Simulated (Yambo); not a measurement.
Yambo run on YVO$_{4}$ (space group I4_1/amd, No. 141). The wavefunctions come from this Quantum ESPRESSO step (PBEsol, PseudoDojo standard norm-conserving files, scalar-relativistic):

```
&CONTROL
  calculation = 'nscf'
  pseudo_dir = './pseudo'
  outdir = './out'
/
&SYSTEM
  ibrav = 0
  nat = 12
  ntyp = 3
  ecutwfc = 84.0
  ecutrho = 336.0
  occupations = 'fixed'
  force_symmorphic = .true.
  nbnd = 252
/
&ELECTRONS
  conv_thr = 1.2000000000000002e-08
  diago_full_acc = .true.
  diago_thr_init = 1e-08
/
ATOMIC_SPECIES
O 15.9990 O.upf
V 50.9415 V.upf
Y 88.9058 Y.upf
CELL_PARAMETERS angstrom
 -3.567350000000   3.567350000000   3.148350000000
  3.567350000000  -3.567350000000   3.148350000000
  3.567350000000   3.567350000000  -3.148350000000
ATOMIC_POSITIONS crystal
O   0.075450000000   0.760060000000   0.684610000000
O   0.510060000000   0.325450000000   0.184610000000
O   0.075450000000   0.390840000000   0.315390000000
O   0.140840000000   0.325450000000   0.815390000000
O   0.674550000000   0.859160000000   0.184610000000
O   0.239940000000   0.924550000000   0.315390000000
O   0.674550000000   0.489940000000   0.815390000000
O   0.609160000000   0.924550000000   0.684610000000
V   0.500000000000   0.500000000000   0.000000000000
V   0.250000000000   0.750000000000   0.500000000000
Y   0.000000000000   0.000000000000   0.000000000000
Y   0.750000000000   0.250000000000   0.500000000000
K_POINTS automatic
2 2 2 0 0 0
```

Yambo input:

```
rim_cut
gw0
dyson
el_el_corr
HF_and_locXC
ppa
em1d
RandQpts= 1000000
RandGvec= 1 Ry
EXXRLvcs= 84 Ry
VXCRLvcs= 336 Ry
Chimod= "HARTREE"
% BndsRnXp
 3 | 250 |
%
NGsBlkXp= 7 Ry
% LongDrXp
 1.0 | 1.0 | 1.0 |
%
PPAPntXp= 27.2114 eV
% GbndRnge
 1 | 250 |
%
GTermKind= "BG"
DysSolver= "n"
ExtendOut
% QPkrange
 1 | 1 | 48 | 49 |
 2 | 2 | 48 | 49 |
 3 | 3 | 48 | 49 |
 4 | 4 | 48 | 49 |
%
```

k points by index: 1 = Γ, 2 = X, 3 = N, 4 = M.

The o-*.qp file then holds:

```
#    K-point    Band    Eo [eV]    E [eV]    E-Eo [eV]    Vxc [eV]    Vnlxc [eV]    Sc|Eo [eV]    Sc|E [eV]    dSc/dw|Eo [eV]    Re(Z)    Im(Z)
#
    1    48    0.000000    -0.603112    -0.603112    -19.47357    -24.56994    4.316418    4.493263    -7.977290    0.773297    -0.001357
    1    49    2.888638    4.432866    1.544228    -20.13181    -13.14995    -5.029660    -5.437635    -7.188463    0.791030    -0.001287
    2    48    -0.361813    -1.004042    -0.642229    -19.09808    -24.25733    4.329378    4.517024    -7.948801    0.773923    -0.001509
    2    49    3.574855    5.274404    1.699550    -21.68982    -14.37147    -5.142924    -5.618798    -7.618437    0.781264    -0.001574
    3    48    -0.153183    -0.777834    -0.624651    -19.25755    -24.37861    4.313380    4.496414    -7.971740    0.773419    -0.001389
    3    49    3.637582    5.316873    1.679292    -21.79921    -14.62360    -5.012454    -5.496325    -7.839534    0.776332    -0.002251
    4    48    -0.563671    -1.200925    -0.637254    -19.25085    -24.37394    4.301546    4.485830    -7.867404    0.775719    -0.001448
    4    49    3.629682    5.393620    1.763938    -22.32648    -14.82364    -5.235663    -5.738903    -7.762227    0.778049    -0.002021
```
(The two width columns are left out.) Convergence of these settings isn't established.

Geometry of the Materials Project entry, not relaxed at this level.

The runs are not spin-polarised; magnetic order was not tried.
